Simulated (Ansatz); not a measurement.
BAs:
```xyz
6
Lattice="3.4291 0.0000 0.0000 -1.7145 2.9697 0.0000 0.0000 0.0000 7.4029" Properties=species:S:1:pos:R:3 pbc="T T T"
B      1.7145     0.0000     3.7014
B     -0.8573     1.4848     1.2338
B      0.8573     1.4848     6.1690
As     1.7145     0.0000     0.0000
As    -0.8573     1.4848     4.9352
As     0.8573     1.4848     2.4676
```

Relaxed with PBEsol. Special points in fractions of this cell's reciprocal vectors: Γ (0.000, 0.000, 0.000); M (0.500, 0.000, 0.000); K (0.333, 0.333, 0.000); A (0.000, 0.000, 0.500); L (0.500, 0.000, 0.500); H (0.333, 0.333, 0.500).

Problem. List the band energies nearest the valence-band maximum at these points for plane-wave PAW PBEsol with spin–orbit coupling (Ansatz code).

Solution. In eV from the valence-band maximum; about four levels below and three above (degenerate sets whole), none deeper than 8.9 eV; points with the same levels are listed once.

```tsv
k	below	above
Γ	-0.96 -0.96 0.00 0.00	2.12 2.12 2.13 2.13
M	-2.84 -2.84 -2.53 -2.53	0.30 0.30 0.63 0.63
K	-2.63 -2.63 -2.57 -2.56	0.67 0.67 2.28 2.29
A	-1.14 -1.14 -0.74 -0.74	1.91 1.91 2.46 2.46
L	-3.38 -3.38 -3.01 -3.01	1.74 1.74 2.16 2.16
H	-3.26 -3.26 -2.78 -2.78	2.71 2.71 3.66 3.66 3.66
```

Space group P6_222. A made-up cell: these elements were put on the sites of a structure type; neither database checked (COD, Materials Project) lists it. It is not the phase usual at ambient conditions (space group No. 216). The cell was relaxed with PBEsol under the symmetry of its start; whether a distortion lowers the energy is not shown.

Potentials: the later of the program's two PAW sets.
